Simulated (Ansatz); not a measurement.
Theory: DFT PBE, scalar-relativistic, plane waves, PAW in Ansatz. Settings: cutoff 420 eV, Γ-centred meshes spaced at most about 0.3 Å⁻¹, and about 0.25 Å⁻¹ or finer for metals (2π included), Gaussian smearing. No spin polarisation in the final relaxations.

These are static total energies at zero pressure.

Two relaxed structures of SnGe3Se4:

A.

```yaml
crystal:
  lattice:
    - [4.07282, 0.00000, 0.00000]
    - [0.00000, 5.77754, 0.00000]
    - [0.00000, 0.00000, 8.17127]
  atoms:
    - { symbol: Sn, position: [0.50000, 0.50000, 0.50000] }
    - { symbol: Ge, position: [0.00000, 0.00000, 0.75420] }
    - { symbol: Ge, position: [0.50000, 0.50000, 0.00000] }
    - { symbol: Ge, position: [0.00000, 0.00000, 0.24580] }
    - { symbol: Se, position: [0.00000, 0.50000, 0.76340] }
    - { symbol: Se, position: [0.50000, 0.00000, 0.00000] }
    - { symbol: Se, position: [0.00000, 0.50000, 0.23660] }
    - { symbol: Se, position: [0.50000, 0.00000, 0.50000] }
```

B.

```yaml
crystal:
  lattice:
    - [-2.88892, 2.88892, 5.76658]
    - [2.88892, -2.88892, 5.76658]
    - [2.88892, 2.88892, -5.76658]
  atoms:
    - { symbol: Sn, position: [0.50000, 0.50000, 0.00000] }
    - { symbol: Ge, position: [0.00000, 0.00000, 0.00000] }
    - { symbol: Ge, position: [0.75000, 0.25000, 0.50000] }
    - { symbol: Ge, position: [0.25000, 0.75000, 0.50000] }
    - { symbol: Se, position: [0.75733, 0.75733, 0.00000] }
    - { symbol: Se, position: [0.24267, 0.24267, 0.00000] }
    - { symbol: Se, position: [0.50000, 0.00000, 0.50000] }
    - { symbol: Se, position: [0.00000, 0.50000, 0.50000] }
```

Question: Which arrangement of the elements on these sites is preferred, and by what margin?

Answer: They are level within the accuracy (5 meV/atom apart, with A the lower in these runs). The two share one framework of sites and differ in which element sits where. A has Sn and Ge ordered on rock salt sites, space group Pmmm (No. 47), 24.0 Å³/atom and no gap on its mesh; B has Sn and Ge ordered on rock salt sites, space group I4/mmm (No. 139), 24.1 Å³/atom and no gap. Counting Ge or Se atoms around Sn (for each partner element, those within 1.25 times its shortest distance or 1.15 times the sum of covalent radii, where it is the nearest in units of that sum or under 1.3), A and B both have Sn 6. In A, Sn is surrounded by 6 Se at 2.89–2.96 Å; Ge on a site of symmetry mm2 has 6 Se at 2.86–2.91 Å; around Se on a site of symmetry mm2 lie 4 Ge at 2.81–2.89 Å and 2 Sn at 2.96 Å; 3 more sites not described. In B, Sn is surrounded by 6 Se at 2.89–2.97 Å; Ge on a site of symmetry 4/mmm is surrounded by 6 Se at 2.80–2.89 Å; Se on a site of symmetry 4mm has 5 Ge at 2.80–2.89 Å and 1 Sn at 2.97 Å; 2 more sites not described. Both come from invented guesses. A third cell relaxed alike, in R-3m, lies 10 meV/atom below the lower of the two.

The zero gap of Pmmm, I4/mmm may come from the functional, which often closes small gaps, or the cell may be a true semimetal. Cells relaxed within their symmetry can be saddle points.
